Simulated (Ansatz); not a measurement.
K₂NaAlH₆:
```
K2NaAlH6
1.0
    0.00000     4.00424     4.00424
    4.00424     0.00000     4.00424
    4.00424     4.00424     0.00000
K Na Al H
2 1 1 6
Direct
  0.25000   0.25000   0.25000
  0.75000   0.75000   0.75000
  0.50000   0.50000   0.50000
  0.00000   0.00000   0.00000
  0.22099   0.77901   0.22099
  0.77901   0.22099   0.77901
  0.22099   0.77901   0.77901
  0.77901   0.22099   0.22099
  0.22099   0.22099   0.77901
  0.77901   0.77901   0.22099
```

Relaxed with PBEsol.

Give the Bader charges and basin volumes of the independent atoms, DFT-PBEsol in the program Ansatz with PAW potentials.



```
atom  Bader charge (e)  Bader volume (Å³)
----  ----------------  -----------------
K1               +0.77               19.8
Na3              +0.79                9.5
Al4              +2.24                5.1
H5               -0.76               12.4
```

Space group Fm-3m. The workflow started from a Materials Project entry (that database holds measured and hypothetical structures alike); the Crystallography Open Database copy checked does not list it. Its standing as an ambient phase is unchecked. Symmetry was held in the PBEsol relaxation; its stability against distortions is not shown here.

Potentials: the later of the program's two PAW sets.
